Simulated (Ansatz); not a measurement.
**ZrTeAs, a known structure type with other elements, at an estimated volume**

```xyz
6
Lattice="0.0000 4.0053 0.0000 4.0053 0.0000 0.0000 2.0026 2.0026 -8.3163" Properties=species:S:1:pos:R:3 pbc="T T T"
As    0.0000    2.0026    0.0000
As    2.0026    0.0000    0.0000
Te    2.0026    2.0026   -3.1685
Te    4.0053    4.0053   -5.1478
Zr    2.0026    2.0026   -6.4119
Zr    4.0053    4.0053   -1.9044
```

The numbers come from plane-wave PAW DFT (Ansatz): r2SCAN, no spin polarisation, 500 eV, 9×9×9 Γ-centred k points, fermi-dirac occupations (width 0.1062 eV). Nothing was relaxed.

**Stress.** The pressure is 1.8 GPa (compression positive), so with the atoms held at these fractions the cell would first expand.
**Electronic structure.** It is a metal, with about 2.1 states/eV a cell as the mean within 0.25 eV of the Fermi level, mostly Zr d (58 %) and As p (22 %).
**Forces.** The largest is on Zr5 (and as large on other atoms): 0.66 eV/Å, components (0.00, 0.00, 0.66). It makes 134° with the line to a nearest neighbour, As1 at 2.76 Å.
**Charges.** Bader charges in e: Zr +1.70, Te -0.90, As -0.80. In the mean Zr gives up most and Te takes most.

Origin: a known structure type with other elements, at an estimated volume, so it need not be a known compound.
